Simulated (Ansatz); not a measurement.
Here is the system:

MoPt₃:
```xyz
4
Lattice="2.7400 0.0000 0.0000 0.0000 4.4777 0.0000 0.0000 0.0000 4.8014" Properties=species:S:1:pos:R:3 pbc="T T T"
Mo     0.0000     0.0000     0.7615
Pt     1.3700     2.2388     1.6255
Pt     1.3700     0.0000     3.1541
Pt     0.0000     2.2388     4.0618
```

This is the LDA-relaxed structure.

Problem. All from LDA (plane waves, PAW; program Ansatz), unless another level is named. Give the formation energy from the elements (no fitted shifts).

Solution. -0.21 eV/atom.

Problem. Give the density of states at the Fermi level.

Solution. 0.98 states/eV per atom (mean over ±0.08 eV).

Space group Pmm2. The first step of the workflow began from a Materials Project structure, measured or hypothetical; the Crystallography Open Database copy checked does not list it. With Mo and Pt taken as one species the cell has the higher symmetry P6_3/mmc, so it may be an ordered model of a mixed-site phase. Its standing as an ambient phase is unchecked. The LDA relaxation kept the symmetry of its start; its stability against distortions is not shown here. The run is not spin-polarised. The references are the lowest solids computed at this level, not always the standard phases. Spin–orbit coupling is left out wherever it is not named.

Potentials: the later of the program's two PAW sets.
